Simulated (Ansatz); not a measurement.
# YbCd2Sb2 with scf.mixing.algorithm, scf.mixing.beta changed

Computed with the plane-wave PAW code Ansatz (scalar-relativistic, PAW set soft_2): PBEsol, no spin polarisation, 420 eV cutoff, k-mesh 9×9×4. These are the settings of the reference run.

Cell:

```cif
data_structure
_symmetry_space_group_name_H-M 'P 1'
_symmetry_Int_Tables_number 1
_cell_length_a 4.6412
_cell_length_b 4.6412
_cell_length_c 7.3193
_cell_angle_alpha 90.000
_cell_angle_beta 90.000
_cell_angle_gamma 120.000
_cell_volume 136.54
loop_
_atom_site_label
_atom_site_type_symbol
_atom_site_fract_x
_atom_site_fract_y
_atom_site_fract_z
_atom_site_occupancy
Cd1 Cd 0.33333 0.66667 0.36689 1
Cd2 Cd 0.66667 0.33333 0.63311 1
Sb1 Sb 0.33333 0.66667 0.77072 1
Sb2 Sb 0.66667 0.33333 0.22928 1
Yb1 Yb 0.00000 0.00000 0.00000 1
```

The reference run of this cell is solved again as a single point with these keys changed:

| key | reference run | changed run |
| --- | --- | --- |
| scf.mixing.algorithm | not typed | broyden |
| scf.mixing.beta | not typed | 0.3 |

**Question.** How does the changed run end?

**Answer.** 

```
                                    quantity  reference run  changed run
energy, changed less reference (meV an atom)              0          0.0
                              pressure (GPa)            0.0          0.0
                        largest force (eV/Å)           0.00         0.00
                        gap on the mesh (eV)           0.00         0.00
```

The results hardly move, so these settings together matter little here, or the typed value is the one that the program takes anyway. It took 9 iterations.

Caveats: the reference run: 4f shell without a U, which puts 4f levels too near the Fermi level; a single point, atoms not relaxed again.
